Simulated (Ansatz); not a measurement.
KF:
```
CELL_PARAMETERS angstrom
      0.00000     2.58128     2.58128
      2.58128     0.00000     2.58128
      2.58128     2.58128     0.00000
ATOMIC_POSITIONS crystal
  K  0.00000 0.00000 0.00000
  F  0.50000 0.50000 0.50000
```

Relaxed with LDA. Special points in fractions of this cell's reciprocal vectors: Γ (0.000, 0.000, 0.000); X (0.500, 0.000, 0.500); U (0.625, 0.250, 0.625); K (0.375, 0.375, 0.750); L (0.500, 0.500, 0.500); W (0.500, 0.250, 0.750).

### Question
List the band energies nearest the valence-band maximum at these points for LDA in the plane-wave PAW code Ansatz.

### Answer
In eV from the valence-band maximum; about four levels below and three above (degenerate sets whole), none deeper than 8.9 eV; points with the same levels are listed once.

```json
[
 {"k": "Γ", "below": "-8.75 -8.75 -8.75 0.00 0.00 0.00", "above": "6.37 10.80 10.80 10.80"},
 {"k": "X", "below": "-0.13 -0.02 -0.02", "above": "7.98 10.73 12.22"},
 {"k": "U", "below": "-0.39 -0.23 -0.14", "above": "8.89 10.97 11.55"},
 {"k": "L", "below": "-8.80 -8.80 -0.97 -0.47 -0.47", "above": "9.22 11.00 12.44 12.44"},
 {"k": "W", "below": "-8.86 -0.52 -0.12 -0.12", "above": "9.79 9.79 11.66"}
]
```

Space group Fm-3m (rock salt). The cell was relaxed with LDA under the symmetry of its start; phonons on a q-mesh show no instability.

Potentials: the later of the program's two PAW sets.
